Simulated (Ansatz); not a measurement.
Geometry optimisation in Ansatz: input, command and trajectory.

```yaml
crystal:
  lattice:
    - [3.5940379307, 0.0, 0.0]
    - [0.0, 3.5940379307, 0.0]
    - [0.0, 0.0, 3.5940379307]
  atoms:
    - { symbol: Cr, position: [0.0, 0.5, 0.5] }
    - { symbol: Cr, position: [0.5, 0.0, 0.5] }
    - { symbol: Cr, position: [0.5, 0.5, 0.0] }
    - { symbol: O, position: [0.0, 0.0, 0.0] }
basis:
  ecutwfc: 420
kpoints:
  mp_grid: { grid: [6, 6, 6] }
hamiltonian:
  xc: pbe
scf:
  occupations: { method: gaussian, width: 0.1 }
  lower_state_search: "off"
output:
  forces: true
  stress: true
  eigenvalues: true
relax:
  adjacent_minimum: "off"
  f_tol: 0.04
  max_steps: 70
  cell: { stress_tol: 0.4 }
```

```bash
ansatz run input.yaml --threads 1 --pin off --max-ram 2560MiB --backend cpu --events-out ev --progress --plain --runs-dir out
```

Method: DFT PBE, scalar-relativistic, plane waves, PAW in Ansatz 0.2.0.

Of 4 frames 4 are shown, positions in Å and forces in eV/Å; the SCF threshold varies from step to step. Steps run on the plane waves of an earlier cell, with a Pulay correction in the pressure. The basis is chosen afresh for the last frame, the zero of the energies, and at times for earlier ones too; energy and pressure step there, also at an unchanged geometry. Spin polarisation was left out; whether the Cr atoms would carry moments isn't shown by this run.

```xyz
4
Lattice="3.5940 0.0000 0.0000 0.0000 3.5940 0.0000 0.0000 0.0000 3.5940" Properties=species:S:1:pos:R:3:forces:R:3 pbc="T T T" step=1 free_energy_over_end_meV_per_atom=37.25 pressure_GPa=-13.32
Cr    0.0000    1.7970    1.7970    0.0000    0.0000    0.0000
Cr    1.7970    0.0000    1.7970    0.0000    0.0000    0.0000
Cr    1.7970    1.7970    0.0000    0.0000    0.0000    0.0000
O     0.0000    0.0000    0.0000    0.0000    0.0000    0.0000
4
Lattice="3.5184 0.0000 0.0000 0.0000 3.5184 0.0000 0.0000 0.0000 3.5184" Properties=species:S:1:pos:R:3:forces:R:3 pbc="T T T" step=2 free_energy_over_end_meV_per_atom=-0.16 pressure_GPa=-2.13
Cr    0.0000    1.7592    1.7592    0.0000    0.0000    0.0000
Cr    1.7592    0.0000    1.7592    0.0000    0.0000    0.0000
Cr    1.7592    1.7592    0.0000    0.0000    0.0000    0.0000
O     0.0000    0.0000    0.0000    0.0000    0.0000    0.0000
4
Lattice="3.5047 0.0000 0.0000 0.0000 3.5047 0.0000 0.0000 0.0000 3.5047" Properties=species:S:1:pos:R:3:forces:R:3 pbc="T T T" step=3 free_energy_over_end_meV_per_atom=-1.19 pressure_GPa=0.25
Cr    0.0000    1.7524    1.7524    0.0000    0.0000    0.0000
Cr    1.7524    0.0000    1.7524    0.0000    0.0000    0.0000
Cr    1.7524    1.7524    0.0000    0.0000    0.0000    0.0000
O     0.0000    0.0000    0.0000    0.0000    0.0000    0.0000
4
Lattice="3.5047 0.0000 0.0000 0.0000 3.5047 0.0000 0.0000 0.0000 3.5047" Properties=species:S:1:pos:R:3:forces:R:3 pbc="T T T" step=4 free_energy_over_end_meV_per_atom=0.00 pressure_GPa=0.07
Cr    0.0000    1.7524    1.7524    0.0000    0.0000    0.0000
Cr    1.7524    0.0000    1.7524    0.0000    0.0000    0.0000
Cr    1.7524    1.7524    0.0000    0.0000    0.0000    0.0000
O     0.0000    0.0000    0.0000    0.0000    0.0000    0.0000
```

The start puts this composition into another compound's structure type, which needn't suit it. At the end the space group is Pm-3m (tolerance 0.05 Å).

Time: 7.7 s on 1 thread of Arm Neoverse V1 (shared host), peak memory 0.32 GiB.

The k mesh is coarse.